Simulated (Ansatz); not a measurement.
Relaxed bulk Cr:

```cif
data_structure
_symmetry_space_group_name_H-M 'P 1'
_symmetry_Int_Tables_number 1
_cell_length_a 2.4148
_cell_length_b 2.4148
_cell_length_c 2.4148
_cell_angle_alpha 109.471
_cell_angle_beta 109.471
_cell_angle_gamma 109.471
_cell_volume 10.84
loop_
_atom_site_label
_atom_site_type_symbol
_atom_site_fract_x
_atom_site_fract_y
_atom_site_fract_z
_atom_site_occupancy
Cr1 Cr 0.00000 0.00000 0.00000 1
```

Miller indices refer to the conventional cell of Im-3m (No. 229), a = 2.788 Å, b = 2.788 Å, c = 2.788 Å, α = 90.00°, β = 90.00°, γ = 90.00°.

The (110) slab of 6 planes, 9.9 Å thick with 15 Å of vacuum as cut; outer planes Cr (top) and Cr (bottom).

These are results of DFT LDA, scalar-relativistic, plane waves, PAW (Ansatz 0.2.0), not measurements. Cutoff 420 eV; k points 15×15×1 on the computed 6-atom cell (Γ-centred); Gaussian smearing, width 0.10 eV; no spin polarisation. A dipole correction removes the field between periodic images along c.

With the atoms at the bulk's places:

| Item | Value |
| --- | --- |
| Surface energy (mean of both faces) | 3.79 J/m² |
| Work function | 5.23 eV |

Q: What changes when all atoms relax within this surface cell and its symmetry?

A: The energy falls by 0.071 J/m² a face, and the largest move is 0.08 Å.

```yaml
Surface_energy_mean_of_both_faces: 3.72 J/m²
Work_function: 5.11 eV
```

```tsv
plane (bottom to top)	atoms	spacing to next, bulk (Å)	relaxed (Å)	change (%)
1	Cr	1.972	1.884	-4.4
2	Cr	1.972	1.981	+0.5
3	Cr	1.972	1.972	0.0
4	Cr	1.972	1.981	+0.5
5	Cr	1.972	1.884	-4.4
6	Cr
```